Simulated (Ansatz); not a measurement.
Relaxed-ion elastic tensor of Al (fcc (Cu type), Fm-3m) in GPa (Voigt order), the program Ansatz at the PBEsol level (PAW); density 2.77 g/cm³, 16.17 Å³ per atom.

|  | 1 | 2 | 3 | 4 | 5 | 6 |
|---|---|---|---|---|---|---|
| 1 | 119 | 64.1 | 64.1 | 0.0 | 0.0 | 0.0 |
| 2 | 64.1 | 119 | 64.1 | 0.0 | 0.0 | 0.0 |
| 3 | 64.1 | 64.1 | 119 | 0.0 | 0.0 | 0.0 |
| 4 | 0.0 | 0.0 | 0.0 | 36.7 | 0.0 | 0.0 |
| 5 | 0.0 | 0.0 | 0.0 | 0.0 | 36.7 | 0.0 |
| 6 | 0.0 | 0.0 | 0.0 | 0.0 | 0.0 | 36.7 |

Is the crystal mechanically stable?

Yes: the smallest eigenvalue of C is 36.7 GPa.

Work out the Voigt, Reuss and Hill averages.

K_V = 82.5, K_R = 82.5, K_H = 82.5; G_V = 33.1, G_R = 32.4, G_H = 32.7 GPa.

Give Young's modulus, Poisson's ratio, Pugh's ratio and the universal anisotropy index.

E = 9KG/(3K + G) = 86.8 GPa; ν = 0.32; K/G = 2.52 (ductile by the Pugh limit of 1.75); A_U = 5G_V/G_R + K_V/K_R − 6 = 0.10.

Estimate the sound speeds and the Debye temperature.

v_l = √((K + 4G/3)/ρ) = 6750 m/s, v_t = √(G/ρ) = 3440 m/s, mean 3850 m/s; Θ = (h/k)(3n/4πV)^(1/3) v_m = 454 K.

Give the Zener ratio and Young's modulus along [100], [110] and [111].

A = 2C44/(C11 − C12) = 1.33; 1/E = S11 − 2(S11 − S12 − S44/2)Γ with Γ = 0, 1/4, 1/3 gives 74.5, 89.5, 95.9 GPa.

Solve the Christoffel equation for the three sound speeds along [100], [110], [111].

Eigenvalues of C_ijkl n_j n_l equal ρv². In km/s, slowest first: [100] 3.64, 3.64, 6.56; [110] 3.16, 3.64, 6.81; [111] 3.32, 3.32, 6.89.

Symmetry was held in the PBEsol relaxation. As this level gives no gap, shear constants depend on the k-mesh and smearing (Fermi–Dirac, 0.1 eV here).

Potentials: the earlier of the program's two PAW sets. The files were generated under PBE; for other functionals the program regenerates the frozen cores, and for LDA and PBEsol the local potential too.
